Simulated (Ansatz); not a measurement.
A metal film that reacts with Si consumes substrate; on a shallow junction the depth consumed per thickness of contact matters as much as the driving force.

The yardstick is NiSi. 10 nm of metal is deposited and fully reacted. All products have no gap at this level.

Computed with Ansatz, a plane-wave PAW program. volume per atom: r²SCAN, relaxed cell; metal volume, Si volume: r²SCAN, the element in its room-temperature structure; ΔH_f: r²SCAN, 0 K, against the elements in the same set-up, no fitted corrections.

Runs started from generated or typed cells of the structure named: NiSi. Whether these are the forms stable at ambient conditions was not checked: CaSi (Cmcm, oS8). No claim is made that these are known or stable phases: Rh2Si (Pnma, oP12); YSi2 (C2/c, mS12). Run without spin polarisation: NiSi. Spin–orbit coupling is left out unless named. No other phase of the formula is at hand at the same level beside CaSi (Cmcm, oS8), Rh2Si (Pnma, oP12). ΔH_f counts from the lowest computed solid of each element: Ca (Fm-3m), Ni (Fm-3m, ferromagnetic), Rh (Fm-3m), Si (Fd-3m), Y (P6_3/mmc).

```tsv
crystal	Si atoms per metal atom	V (Å³/atom)	V of the metal (Å³/atom)	V of Si (Å³/atom)	ΔH_f (eV/atom)
CaSi (Cmcm, oS8)	1.000	23.71	43.12	20.17	−0.609
Rh2Si (Pnma, oP12)	0.500	13.13	13.72	20.17	−0.749
YSi2 (C2/c, mS12)	2.000	19.16	33.49	20.17	−0.581
NiSi (Pnma), reference	1.000	11.90	10.52	20.17	−0.477
```

The figures follow from the printed values by these rules: Si consumed = metal thickness × y × V(Si)/V(metal); product = metal thickness × (1 + y) × V/V(metal); ratio = consumed/product; volume change = product/(metal + consumed) − 1.

Compute Si consumed, product thickness, Si consumed per nm of product and volume change for CaSi (Cmcm, oS8), showing the steps.


Si consumed: 10 × 1.000 × 20.17/43.12 = 4.68 nm; product thickness: 10 × (1 + 1.000) × 23.71/43.12 = 11.00 nm; Si consumed per nm of product: 4.68/11.00 = 0.43; volume change: 100 × (11.00/(10 + 4.68) − 1) = −25 %.

Rank all rows by Si consumed per nm of product, lowest first.

The same steps for every row:

```
crystal                 Si consumed (nm)  product thickness (nm)  consumed per nm of product  volume change (%)
----------------------  ----------------  ----------------------  --------------------------  -----------------
CaSi (Cmcm, oS8)                    4.68                   11.00                        0.43                −25
Rh2Si (Pnma, oP12)                  7.35                   14.35                        0.51                −17
YSi2 (C2/c, mS12)                  12.05                   17.16                        0.70                −22
NiSi (Pnma), reference             19.17                   22.62                        0.85                −22
```

Ranking by Si consumed per nm of product, lowest first: CaSi (Cmcm, oS8) (0.43 ± 0.014), Rh2Si (Pnma, oP12) (0.51 ± 0.016), YSi2 (C2/c, mS12) (0.70 ± 0.022), NiSi (0.85 ± 0.027). The ± follows from allowances picked for this note (volume per atom 1 %, metal volume 1 %, 3 % for the model), carried to first order and added in quadrature; ≈ joins neighbours closer than their two ± added in quadrature. 3 of the 3 others clearly beat the reference on this figure.

Which phase forms first is kinetic; barrier heights, resistivities and agglomeration are not treated. Phases over 50 meV/atom above the lowest one at hand were not drawn (by r²SCAN where it compared them, else by the largest value; a layered or molecular lowest phase counts only with a dispersion term); other phases could lie lower still. Rows were sampled with a lean to familiar crystals, related or not, whatever their agreement with measurement; tables with many equal figures were not kept. Limits of the draw: ΔH_f under −0.03 eV/atom; for ΔH_f, runs without a dispersion term, no Mn, and elements whose lowest cell is their usual one. As a rule kept out of such tables: 4f compounds, open-shell compounds run without a Hubbard term, cells found unstable in the tests at hand, and runs set to a pressure or over 12 % in volume from the crystal's fullest run.
